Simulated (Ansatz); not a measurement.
Does relaxation matter for the field gradients of PbS with Te replacing S?

Start: a supercell of PbS (rock salt type, Fm-3m) built from an entry of the Crystallography Open Database (COD) (the entry's cell lengths or inner coordinates differ somewhat from later room-temperature determinations), with all atoms left at the host's positions.

Space group Fm-3m (No. 225); a = 17.7945 Å.

| site | Wyckoff | site symmetry | x | y | z |
| --- | --- | --- | --- | --- | --- |
| Pb1 | 32f | .3m | 0.3333 | 0.8333 | 0.8333 |
| Pb2 | 24e | 4m.m | 0.5000 | 0.0000 | 0.8333 |
| Pb6 | 48h | m.m2 | 0.8333 | 0.1667 | 0.0000 |
| Pb27 | 4a | m-3m | 0.0000 | 0.5000 | 0.5000 |
| Te | 4b | m-3m | 0.5000 | 0.0000 | 0.0000 |
| S29 | 48i | m.m2 | 0.6667 | 0.1667 | 0.0000 |
| S32 | 32f | .3m | 0.8333 | 0.1667 | 0.1667 |
| S42 | 24e | 4m.m | 0.0000 | 0.5000 | 0.3333 |

One atom of each set is listed; the run and its k-mesh use a cell of 54 atoms with edges of 12.58, 12.58, 12.58 Å.

Method: Kohn–Sham DFT in Ansatz, PBE, plane waves and PAW, scalar-relativistic, 420 eV cutoff, Γ-centred 2×2×2 k-points, Fermi–Dirac smearing 0.01 eV.

The largest force at the start is 1.1 eV/Å. Relaxing the ions at fixed cell moves them by 0.139 Å at most (atom 5, Pb) and 0.050 Å rms.

```
site  moved (Å)             first shell before                   first shell after  V_zz before (10²¹ V/m²)  η before
 Pb1      0.002                  6 S at 2.97 Å                  6 S at 2.96–2.97 Å                   -0.052      0.00
 Pb2      0.139  5 S at 2.97 Å, 1 Te at 2.97 Å  5 S at 2.88–2.98 Å, 1 Te at 3.10 Å                   -12.22      0.00
 Pb6      0.004                  6 S at 2.97 Å                  6 S at 2.96–2.97 Å                     0.21      0.18
  Te      0.000                 6 Pb at 2.97 Å                      6 Pb at 3.10 Å                     0.00         –
 S29      0.010                 6 Pb at 2.97 Å                 6 Pb at 2.96–2.98 Å                     0.26      0.19
 S32      0.001                 6 Pb at 2.97 Å                      6 Pb at 2.97 Å                   -0.021      0.00
 S42      0.055                 6 Pb at 2.97 Å                 6 Pb at 2.88–2.97 Å                    -0.29      0.00
```

Question: What are V_zz and η after the relaxation?

Answer: 

```json
{"site": "Pb1", "V_zz after": "0.22", "η after": "0.00", "change of V_zz": "+0.27"}
{"site": "Pb2", "V_zz after": "-14.60", "η after": "0.00", "change of V_zz": "-2.38"}
{"site": "Pb6", "V_zz after": "-0.64", "η after": "0.12", "change of V_zz": "–"}
{"site": "Te", "V_zz after": "0.00", "η after": "–", "change of V_zz": "0.00"}
{"site": "S29", "V_zz after": "0.81", "η after": "0.90", "change of V_zz": "–"}
{"site": "S32", "V_zz after": "-0.11", "η after": "0.00", "change of V_zz": "-0.09"}
{"site": "S42", "V_zz after": "0.10", "η after": "0.00", "change of V_zz": "+0.39"}
```

The largest change of V_zz along a kept axis is on Pb2, from -12.22 to -14.60. In per cent, |V_zz| changes by +19 on Pb (all sites that start above 0.5). V_zz changes sign on S42 (same axis), Pb1 (same axis). On S29, Pb6 the largest principal value lies along another axis in the second run, so the two V_zz can't be compared directly. Other sites without a gradient aren't listed.

The defect repeats with the cell of 54 atoms, so it feels its images: sites between two images don't show the values beside a lone defect, and zeros or small values of η there can come from the images' arrangement. Spin–orbit coupling is left out, which shifts gradients on Pb by a few per cent in wide-gap crystals, and can shift them far more where the calculated gap is small or absent, as here. With a gap of 0.3 eV on this mesh, small gradients can still move by 0.1 × 10²¹ V/m² or more as the k-mesh gets denser.
Before: The neighbours have not yet relaxed around the defect (largest force 1.1 eV/Å), so a real crystal will differ.
After: The relaxation keeps the site symmetry m-3m of the start, so the impurity can't leave its site; a start off the site could end lower.
